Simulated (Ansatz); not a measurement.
CuCl (zinc blende, space group No. 216), PBE in the plane-wave PAW code Ansatz: ε∞ = 5.27, cell volume 39.90 Å³. Infrared-active transverse modes:

| ω_TO (cm⁻¹) | oscillator strength S_xx (e²/amu) |
|---|---|
| 131.0 | 0.05684 |

Question: Compute the static dielectric constant.

Answer: Each mode adds (4.921e7/V) S/ω²: 4.09. So ε0 = 9.36.

Question: What LO frequency does the Lyddane–Sachs–Teller relation give?

Answer: ω_LO = ω_TO √(ε0/ε∞) = 175 cm⁻¹.

Space group F-43m (zinc blende). Symmetry was held in the PBE relaxation; phonons on a q-mesh show no instability. The run is not spin-polarised.

Potentials: the later of the program's two PAW sets.
